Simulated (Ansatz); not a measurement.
CsYCdSe$_{3}$: pressure and gap against volume

A database entry relaxed whole under r2SCAN (Cmcm):

```xyz
12
Lattice="2.1384 -8.0535 0.0000 2.1384 8.0535 0.0000 0.0000 0.0000 11.1677" Properties=species:S:1:pos:R:3 pbc="T T T"
Cs    2.1384    3.9115    2.7919
Cs    2.1384   -3.9115    8.3758
Y     0.0000    0.0000    0.0000
Y     0.0000    0.0000    5.5838
Cd    2.1384   -0.6716    2.7919
Cd    2.1384    0.6716    8.3758
Se    2.1384   -1.9061    0.5065
Se    2.1384    1.9061    6.0904
Se    2.1384    1.9061   10.6612
Se    2.1384   -1.9061    5.0773
Se    2.1384   -7.1103    2.7919
Se    2.1384    7.1103    8.3758
```

The cell was scaled uniformly, its shape held, and the atoms relaxed at each volume with plane-wave PAW DFT (Ansatz 0.2.0; r2SCAN, 500 eV, 8×8×4 Γ-centred mesh, fermi-dirac occupations of width 0.020 eV; no spin, no spin-orbit coupling). One row is withheld.

```tsv
volume (Å³/atom)	energy over the lowest (meV/atom)	pressure (GPa)	gap over mesh and path (eV)
30.130	10.8	1.89	2.614
30.772	?	?	?
31.413	1.2	0.57	2.706
32.054	0.0	0.01	2.694
32.695	0.9	-0.49	2.678
33.336	3.8	-0.92	2.659
33.977	8.3	-1.32	2.641
```

**Question.** Fit the pressures of the other rows to the third-order Birch-Murnaghan form.

**Answer.** With f = [(V₀/V)^(2/3) − 1]/2 and P = 3B₀f(1 + 2f)^(5/2)[1 + 3(B₀′ − 4)f/2], least squares gives V₀ = 32.07 Å³ an atom, B₀ = 26.1 GPa and B₀′ = 4.8; the rows miss the fit by less than 0.01 GPa. The slope of the energies differs from these pressures by less than 0.05 GPa.

**Question.** How does the gap move with volume?

**Answer.** It runs from 2.61 eV at the smallest volume to 2.64 eV at the largest, not along one parabola: a band edge changes its place in the zone on the way, so no one slope is given.

**Question.** What does the withheld row hold?

**Answer.** The fit gives 1.19 GPa at 30.772 Å³; the run gave 1.20 GPa and 4.7 meV an atom. Its gap is 2.662 eV.

Caveats: the shape of the cell was held, so B₀ is an upper bound where the axes differ in stiffness; 0 K, fixed nuclei; the symmetry was kept, and this need not be the phase that is stable at 0 K; one mesh for all volumes; r2SCAN gaps lie as a rule under measured ones; no spin-orbit coupling, which narrows gaps of heavier elements; pressure is positive in compression.
